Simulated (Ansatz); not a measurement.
FeAs2: do energies and stresses tell the same story?

Theory: DFT LDA, scalar-relativistic, plane waves, PAW in Ansatz.

Settings: cutoff 420 eV, Γ-centred mesh 8×6×12 on the computed 6-atom cell, Gaussian smearing of 0.01 eV; no spin polarisation.

Relaxed cell: Pnnm, a = 5.203 Å, b = 5.858 Å, c = 2.822 Å, α = 90.00°, β = 90.00°, γ = 90.00°, 6 atoms in the primitive cell. Whether it is the stable form of this composition wasn't checked.

Energies at zero smearing and pressures from the stress tensor, at volumes with shape and atoms relaxed:
```json
{"V (Å³/atom)": "13.476", "E − E(first) (meV/atom)": "0.00", "P (GPa)": "11.88"}
{"V (Å³/atom)": "13.907", "E − E(first) (meV/atom)": "-23.00", "P (GPa)": "5.44"}
{"V (Å³/atom)": "14.337", "E − E(first) (meV/atom)": "-30.10", "P (GPa)": "0.00"}
{"V (Å³/atom)": "14.767", "E − E(first) (meV/atom)": "-23.75", "P (GPa)": "-4.59"}
{"V (Å³/atom)": "15.197", "E − E(first) (meV/atom)": "-6.08", "P (GPa)": "-8.47"}
```

Task: Check P = −dE/dV between neighbouring volumes, and get the bulk modulus from the pressures alone.

Result: With 1 eV/Å³ = 160.2 GPa:
```csv
middle V (Å³/atom),−ΔE/ΔV (GPa),mean P (GPa)
13.692,8.566,8.658
14.122,2.645,2.721
14.552,-2.364,-2.294
14.982,-6.584,-6.528
```

The two differ by 0.09 GPa at most. The mean of two end pressures misses the average over a step by about ΔV² P″/12, up to 0.09 GPa here; with that taken off 0.00 GPa remains. Around V = 14.337 Å³/atom, the two neighbours give B = −V ΔP/ΔV = 14.337 × 10.03 / 0.860 = 167.2 GPa, against B0 = 166.3 GPa from the Birch–Murnaghan fit of the energies.

A ferromagnetic start lost its moments in a first run, so spin was left out; other magnetic orders weren't tried.